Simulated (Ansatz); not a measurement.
Input and command of a plane-wave DFT calculation in Ansatz:

```yaml
crystal:
  lattice:
    - [2.150600332, 1.2416496806, 3.63168]
    - [-2.150600332, 1.2416496806, 3.63168]
    - [0.0, -2.4832993611, 3.63168]
  atoms:
    - { symbol: Sb, position: [0.23364, 0.23364, 0.23364] }
    - { symbol: Sb, position: [0.76636, 0.76636, 0.76636] }
basis:
  ecutwfc: 420
kpoints:
  mp_grid: { grid: [12, 12, 12] }
hamiltonian:
  xc: pbesol
scf:
  occupations: { method: gaussian, width: 0.15 }
output:
  forces: true
  stress: true
  eigenvalues: true
```

```bash
ansatz run input.yaml --threads 1 --pin off --max-ram 2560MiB --backend cpu --events-out ev --progress --plain --runs-dir out
```

Processor: Arm Neoverse V1, 1 thread, on a host shared with other jobs.

Q: How long does it run, and how much memory does it take?

A: About 11 s on 1 thread of Arm Neoverse V1 (shared host), peak memory 0.42 GiB. It solves 19 bands at 189 k points (the mesh reduced by symmetry) with about 1135 plane waves, in 7 SCF iterations.
